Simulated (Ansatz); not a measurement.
**Structures of Tl2In: which is lowest?**

Plane-wave DFT in Ansatz with scalar-relativistic PAW potentials, cutoff 420 eV, Γ-centred meshes chosen by cell and gap, Gaussian smearing with energies taken to zero width. Every cell was relaxed (cell and atoms) in a run of its own, within the symmetry of its start. Functional: PBE.

Relaxed structures (starts from databases or built by putting these elements on another compound's sites):
A. Fm-3m, 3 atoms in the computed cell, a = 7.408 Å; sites (symmetry × multiplicity) Tl -43m × 8, In m-3m × 4; start: built
B. I4/mmm, 3 atoms in the computed cell, a = 3.860 Å, c = 12.171 Å; sites (symmetry × multiplicity) Tl 4mm × 4, In 4/mmm × 2; start: built

**Question.** Rank them by energy. Could pressure change the order?

**Answer.**
| structure | group | E − E(lowest) (meV/atom) | V (Å³/atom) | gap on mesh (eV) |
| --- | --- | --- | --- | --- |
| B | I4/mmm | 0.0 | 30.23 | 0.00 |
| A | Fm-3m | 75 | 33.88 | 0.00 |

B is lowest, 75 meV/atom under A. The lowest is also the densest of these, so pressure wouldn't bring one of the others in at first order. Other structures may lie lower than all of these, and vibrations aren't counted.

Spin-orbit coupling is left out, which matters for the bands of heavy elements. For Tl, Pb and Bi spin-orbit coupling shifts energies too.